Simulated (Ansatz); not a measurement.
Relaxed-ion elastic tensor of Li (hcp (Mg type), P6_3/mmc) in GPa (Voigt order), plane-wave PAW PBEsol (Ansatz code); density 0.57 g/cm³, 20.19 Å³ per atom.

```csv
,1,2,3,4,5,6
1,21.5,13.1,6.3,0.0,0.0,0.0
2,13.1,21.5,6.3,0.0,0.0,0.0
3,6.3,6.3,28.7,0.0,0.0,0.0
4,0.0,0.0,0.0,4.9,0.0,0.0
5,0.0,0.0,0.0,0.0,4.9,0.0
6,0.0,0.0,0.0,0.0,0.0,4.2
```

Question: Is the crystal mechanically stable?

Answer: Yes: the smallest eigenvalue of C is 4.2 GPa.

Question: Work out the Voigt, Reuss and Hill averages.

Answer: K_V = 13.7, K_R = 13.7, K_H = 13.7; G_V = 5.9, G_R = 5.1, G_H = 5.5 GPa.

Question: Give Young's modulus, Poisson's ratio, Pugh's ratio and the universal anisotropy index.

Answer: E = 9KG/(3K + G) = 14.6 GPa; ν = 0.32; K/G = 2.48 (ductile by the Pugh limit of 1.75); A_U = 5G_V/G_R + K_V/K_R − 6 = 0.71.

Question: Estimate the sound speeds and the Debye temperature.

Answer: v_l = √((K + 4G/3)/ρ) = 6070 m/s, v_t = √(G/ρ) = 3110 m/s, mean 3480 m/s; Θ = (h/k)(3n/4πV)^(1/3) v_m = 380 K.

Question: How much does each axis shrink under pressure?

Answer: Linear compressibilities β_i = Σ_j S_ij (j = 1 to 3): x 25, y 25, z 24 per TPa.

The first step of the workflow began from a Materials Project structure, measured or hypothetical; the Crystallography Open Database files this formula in space group No. 194, but the cells were not matched. It is not the phase usual at ambient conditions (space group No. 229). Symmetry was held in the PBEsol relaxation; phonons on a q-mesh show no instability. As this level gives no gap, shear constants depend on the k-mesh and smearing (Fermi–Dirac, 0.1 eV here).

Potentials: the later of the program's two PAW sets.
